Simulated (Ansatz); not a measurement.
Ansatz (an electronic-structure program) input:

Ansatz 0.2 input:
```yaml
crystal:
  lattice:
    - [3.423319796, 0.0, 0.0]
    - [-1.711659898, 2.9646819086, 0.0]
    - [0.0, 0.0, 7.7460148167]
  atoms:
    - { symbol: Be, position: [0.0, 0.5, 0.3333333333] }
    - { symbol: Be, position: [0.5, 0.5, 0.6666666667] }
    - { symbol: Be, position: [0.5, 0.0, 0.0] }
    - { symbol: S, position: [0.0, 0.5, 0.8333333333] }
    - { symbol: S, position: [0.5, 0.5, 0.1666666667] }
    - { symbol: S, position: [0.5, 0.0, 0.5] }
kpoints:
  mp_grid: { grid: [9, 9, 4] }
hamiltonian:
  xc: pbesol
  pseudopotentials: { azcp: { folder: ./paw }, kind: paw }
scf:
  occupations: { method: fixed }
phonons:
  method: dfpt
  response_accuracy: low
  eigenvectors: true
  rigid_motions: translations
  dielectric: true
```

Output (shortened):

```
Pseudopotential: Be, paw, valence charge 2
Pseudopotential: S, paw, valence charge 6
Functional definition: PBEsol
Crystal: 6 atoms, lattice volume = 78.615 Å³
Basis set: ecut = 420 eV, 1513 PW (Γ), exchange–correlation on 48×48×108 points (8 copies of the dense FFT grid, shifted against one another)
Bands: 18, of which v1, the nominal top of the filled ones, is band 12 counted from 1 (11 counted from 0)
Symmetry: 12 space group operations
k-points: 163 of 324 (irreducible under 1 space group operation, time reversal used)
SCF iter   1: F=—  HF=-2930.861401 eV  |F-HF|=—  |Δ(HF+E_count)|=         —  Δρ=4.05e-2  dr2=1.01e0  ethr=3.10e-3  ⟨swp⟩=5.9  Hψ=16367  notcnv=0  defer=599
preconditioner: auto → none
SCF iter   2: F=—  HF=-2930.625348 eV  |F-HF|=—  |Δ(HF+E_count)|=   2.36e-1  Δρ=1.86e-2  dr2=1.79e-1  ethr=3.10e-3  ⟨swp⟩=1.7  Hψ=5084  notcnv=0  defer=497
SCF iter   3: F=—  HF=-2930.596652 eV  |F-HF|=—  |Δ(HF+E_count)|=   2.87e-2  Δρ=3.77e-3  dr2=1.73e-2  ethr=7.46e-4  ⟨swp⟩=3.0  Hψ=4960  notcnv=0  defer=647
SCF iter   4: F=—  HF=-2930.591487 eV  |F-HF|=—  |Δ(HF+E_count)|=   5.16e-3  Δρ=8.23e-4  dr2=4.08e-4  ethr=7.19e-5  ⟨swp⟩=2.0  Hψ=4483  notcnv=0  defer=650
SCF iter   5: F=—  HF=-2930.591528 eV  |F-HF|=—  |Δ(HF+E_count)|=   4.07e-5  Δρ=1.68e-4  dr2=2.57e-5  ethr=1.70e-6  ⟨swp⟩=2.0  Hψ=4789  notcnv=0  defer=650
SCF iter   6: F=—  HF=-2930.591519 eV  |F-HF|=—  |Δ(HF+E_count)|=   9.31e-6  Δρ=8.69e-6  dr2=6.06e-8  ethr=1.07e-7  ⟨swp⟩=2.1  Hψ=4302  notcnv=0  defer=299
SCF iter   7: F=—  HF=-2930.591519 eV  |F-HF|=—  |Δ(HF+E_count)|=   6.73e-8  Δρ=1.42e-6  dr2=7.89e-10  ethr=2.53e-10  ⟨swp⟩=2.8  Hψ=5427  notcnv=0  defer=277
SCF iter   8: F=-2930.591519 eV  HF=-2930.591519 eV  |F-HF|=1.32e-11  |Δ(HF+E_count)|=  5.28e-11  Δρ=2.13e-7  dr2=3.29e-11  ethr=1.00e-12  ⟨swp⟩=14.9  Hψ=25044  notcnv=0
SCF 1 converged in 8 iterations: F = -2930.591519 eV  dr2 = 3.29e-11
NSCF: frozen V_eff on 6 k-points
DFPT response loops at Γ: preconditioner auto → Resta (q_TF=auto, 2.239 Å⁻¹)  ε∞=4.8 (no band partly filled) …
── the response to a field inside a basis, on 10×10×4 k-points: an SCF that follows is theirs, and a resumed run solves both again ──
Crystal: 6 atoms, lattice volume = 78.615 Å³
Bands: 13, of which v1, the nominal top of the filled ones, is band 12 counted from 1 (11 counted from 0)
k-points: 60 of 400 (irreducible under 4 space group operations, time reversal used)
SCF iter   1: F=—  HF=-2930.588110 eV  |F-HF|=—  |Δ(HF+E_count)|=         —  Δρ=1.01e-4  dr2=9.84e-7  ethr=1.00e-1
preconditioner: auto → none
SCF iter   2: F=—  HF=-2930.588113 eV  |F-HF|=—  |Δ(HF+E_count)|=   2.50e-6  Δρ=5.06e-5  dr2=2.40e-7  ethr=4.10e-9
SCF iter   3: F=-2930.588114 eV  HF=-2930.588114 eV  |F-HF|=4.55e-9  |Δ(HF+E_count)|=   8.68e-7  Δρ=2.75e-6  dr2=6.89e-9  ethr=1.00e-9
SCF 1 converged in 3 iterations: F = -2930.588114 eV  dr2 = 6.89e-9
DFPT response loops at Γ: preconditioner auto → Resta (q_TF=auto, 2.239 Å⁻¹)  ε∞=4.7 (no band partly filled) …
SCF converged after 8 iterations
Free energy (F): -2930.591519 eV
Harris-Foulkes:  -2930.591519 eV  (|F-HF|=1.32e-11)
Internal energy: -2930.591519 eV  (E = F + TS)
E sigma→0 (E₀):  -2930.591519 eV
Fermi energy:    6.919765 eV
--- Per-component energies (eV) ---
  E_band       = 29.856376
  E_kinetic    = 380.709098
  E_local      = -297.332699  (includes V_loc(G=0)·N_el)
  E_nonlocal   = 114.854844
  E_hartree    = 88.325594
  E_xc         = -326.084228
  E_vxc        = -311.860783  (∫ρ·V_xc dr)
  E_paw        = -1946.373308  (= ΣΔE_a)
  E_vpaw       = -33.165220  (= ΣTr[D̂ρ^β])
  E_aug_tail   = -0.000002  (compensation charges beyond the density's cutoff)
  E_ewald      = -944.905261
  E_core_change = 0.214442  (= ΣΔE_core)
  E_smearing   =  0.000000  (= −TS)
  E_closure    = 0.000000  (closes the sum)
  Σ components = -2930.591519   (vs F -2930.591519, Δ=0.00e0)
  [band-id]    e_kinetic+e_local+e_nonlocal+2·e_hartree+e_vxc+e_vpaw+e_augmentation_tail = 29.856426   (vs E_band 29.856376, Δ=5.03e-5)
--- Band table (eV; the first three rows and the last of 163) ---
  k-point 0: bands = ["-7.7593", "-6.1931", "-6.1931", "1.9653", "1.9653", "4.1588", "5.7199", "5.7199", "6.2362", "6.2362", "6.6051", "6.9198", "10.8277", "10.8277", "11.7322", "12.7023", "12.7023", "14.0261"]
  k-point 1: bands = ["-7.6497", "-6.8209", "-5.5975", "0.7928", "3.4824", "4.2701", "5.1033", "6.1860", "6.2854", "6.3287", "6.3647", "6.5601", "10.4320", "11.4326", "11.9459", "12.1783", "13.5992", "13.6192"]
  k-point 2: bands = ["-7.3280", "-7.3280", "-5.3288", "0.3254", "4.5954", "4.5954", "5.0563", "5.0563", "6.1716", "6.4504", "6.4504", "6.5306", "10.2974", "11.9873", "11.9873", "12.0459", "13.0637", "13.9202"]
  k-point 162: bands = ["-6.2417", "-5.6059", "-4.8783", "0.6796", "0.9461", "2.1036", "2.6858", "3.6024", "4.2485", "4.6390", "5.1249", "5.7220", "10.1883", "10.8370", "11.4281", "11.8724", "12.3911", "12.9371"]
--- Phonons (Γ-DFPT): 4 representative perturbations + reference, on 163 of 324 k-points (Σ response iterations 12) ---
  ASR residual: 9.089e-5 → 0.000e0 eV/Å²; symmetrization residual: 1.175e-5 eV/Å²
  ASR residual per site (eV/Å²): 3.09e-5 3.09e-5 4.54e-5 9.09e-5 9.09e-5 9.09e-5
  Γ frequencies (cm⁻¹): 0.00 0.00 0.00 193.96 193.96 195.73 207.63 314.04 328.04 328.04 407.60 407.60 492.62 518.48 518.48 536.98 633.00 633.00
  ε∞ (high-frequency dielectric tensor):
        6.881135     0.000000     0.000000
        0.000000     6.881135     0.000000
        0.000000     0.000000     7.504498
  ε⁰ (static dielectric tensor: ions relaxed, cell fixed):
       11.144146     0.000000     0.000000
        0.000000    11.144146     0.000000
        0.000000     0.000000    11.431527
  ε⁰ − ε∞ (ionic part):
        4.263011     0.000000     0.000000
        0.000000     4.263011     0.000000
        0.000000     0.000000     3.927029
  softest optical mode at Γ: 193.96 cm⁻¹; the repairs (sum rule, projections) moved no ω² at Γ by more than (2.78 cm⁻¹)²
  Born effective charges Z* (e; rows j = field, columns β = displacement):
    site 0:
         2.08179    0.37198    0.00000
         0.37198    1.65226    0.00000
         0.00000    0.00000    1.88950
    site 1:
         2.08179   -0.37198    0.00000
        -0.37198    1.65226    0.00000
         0.00000    0.00000    1.88950
    site 2:
         1.43749    0.00000    0.00000
         0.00000    2.29656    0.00000
         0.00000    0.00000    1.88950
    site 3:
        -2.01662   -0.25910    0.00000
        -0.25910   -1.71744    0.00000
         0.00000    0.00000   -1.88950
    site 4:
        -2.01662    0.25910    0.00000
         0.25910   -1.71744    0.00000
         0.00000    0.00000   -1.88950
    site 5:
        -1.56785    0.00000    0.00000
         0.00000   -2.16620    0.00000
         0.00000    0.00000   -1.88950
  Z* charge neutrality: 4.464e-3 e pre-enforcement
  solved inside a basis spanned on kpoints, on 10×10×4 k-points, its susceptibility summed on 16×16×6: ε∞ is read to err by 2.3e-2, Z* by 1.0e-2 e (field_mesh …
  optical modes at Γ without the LO–TO term, one row a degenerate level:
      ω (cm⁻¹)  modes    IR ((D/Å)²/amu)
        193.96      2             0.9991
        195.73      1             0.0000
        207.63      1             0.0000
        314.04      1             0.0000
        328.04      2             0.0000
        407.60      2            10.5660
        492.62      1            35.1264
        518.48      2            60.2464
        536.98      1             0.0000
        633.00      2             0.0000
  optical modes at Γ + LO–TO along q̂ = [1.0000, 0.0000, 0.0000]:
      ω (cm⁻¹)  modes    IR ((D/Å)²/amu)
        193.96      1             0.4995
        195.73      1             0.0000
        196.96      1             0.1766
        207.63      1             0.0000
        314.04      1             0.0000
        328.04      2             0.0000
        407.60      1             5.2830
        418.77      1             0.9824
        492.62      1            35.1264
        518.48      1            30.1232
        536.98      1             0.0000
        632.45      1            34.7467
        633.00      2             0.0000
  optical modes at Γ + LO–TO along q̂ = [0.0000, 1.0000, 0.0000]:
      ω (cm⁻¹)  modes    IR ((D/Å)²/amu)
        193.96      1             0.4995
        195.73      1             0.0000
        196.96      1             0.1766
        207.63      1             0.0000
        314.04      1             0.0000
        328.04      2             0.0000
        407.60      1             5.2830
        418.77      1             0.9824
        492.62      1            35.1264
        518.48      1            30.1232
        536.98      1             0.0000
        632.45      1            34.7467
        633.00      2             0.0000
  optical modes at Γ + LO–TO along q̂ = [0.0000, 0.0000, 1.0000]:
      ω (cm⁻¹)  modes    IR ((D/Å)²/amu)
        193.96      2             0.9991
        195.73      1             0.0000
        207.63      1             0.0000
        314.04      1             0.0000
        328.04      2             0.0000
        407.60      2            10.5660
        518.48      2            60.2464
        536.98      1             0.0000
        608.00      1            35.1264
        633.00      2             0.0000
```

Cost: very roughly 2.5 core-minutes on shared cores.

Space group P6_422. The start of the workflow was typed in or built on a structure type; neither database checked (COD, Materials Project) lists it. COD files the formula under space group No. 216. Its standing as an ambient phase is unchecked. Symmetry was held in the PBEsol relaxation; whether a distortion lowers the energy is not shown.

Potentials: the earlier of the program's two PAW sets. The files were generated under PBE; for other functionals the program regenerates the frozen cores, and for LDA and PBEsol the local potential too.

Ansatz is a plane-wave DFT program.
